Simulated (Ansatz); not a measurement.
# Magnetic states of nickel, hcp

The calculation used DFT, r2SCAN, plane waves (500 eV) with PAW, scalar-relativistic (Ansatz 0.2.0). (PAW data from PBE, frozen cores regenerated.)

Each start was relaxed and then solved on a dense mesh, with Fermi-Dirac smearing of 0.05 eV (0.1 eV in a metal without spin) extrapolated to zero. Rows within 2 meV/atom of each other tie.

Where does each start end, and how do the energies compare? Starts: ferromagnetic; non-magnetic.


```
        start                                 ends  ΔE (meV/atom)  V (Å³/atom)
ferromagnetic  ferromagnetic, net 0.70 μB per atom            0.0        10.56
 non-magnetic                    spin not included          103.5        10.45
```
